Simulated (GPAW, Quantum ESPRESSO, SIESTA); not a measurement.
**One calculation of Y2Ge3, 3 ways**

```
CELL_PARAMETERS angstrom
4.39243 0.00000 0.00000
-2.19621 3.80395 0.00000
0.00000 0.00000 7.10729
ATOMIC_POSITIONS crystal
Y 0.00168 0.00536 0.26360
Y 0.00576 0.00619 0.72465
Ge 0.66867 0.35501 0.99891
Ge 0.65729 0.33252 0.50663
Ge 0.31653 0.66102 0.99797
```

The cell comes from a database or a generator and needn't be the stable form of this composition.

Atoms were shifted at random by some hundredths of an Å from the given cell, which wasn't relaxed again for these runs.

Alike in all runs: task single point; functional PBE; k mesh 7 × 7 × 4; occupations fermi-dirac, width 0.05 eV; no spin polarisation; no spin-orbit coupling. Pressure is positive in compression and, in plane waves, holds the error of the finite cutoff.

```tsv
program and potentials	plane-wave cutoff (eV)	notes	pressure (GPa)	largest force (eV/Å)	energy over the undisturbed cell (meV/atom)
SIESTA, files PseudoDojo sr-pbe-0.4.1-standard, DZP (energy shift 0.003 Ry; two zetas on semicore shells)	-	atomic basis; 12.8 valence electrons an atom on average	1.40	0.568	11.52
GPAW, GPAW PAW data sets (gpaw-data 1.2.1)	600	6.8 valence electrons an atom on average	?	?	-
Quantum ESPRESSO, SSSP 1.3 efficiency PBE	748	12.8 valence electrons an atom on average	0.55	0.530	10.81
```

Question: Estimate from the other rows what the run with GPAW, GPAW PAW data sets (gpaw-data 1.2.1) gave.

Answer: Pressure 0.53 GPa; largest force 0.549 eV/Å. The other rows, which needn't bracket it: pressure 0.55 to 1.40; largest force 0.530 to 0.568; energy over the undisturbed cell 10.81 to 11.52.
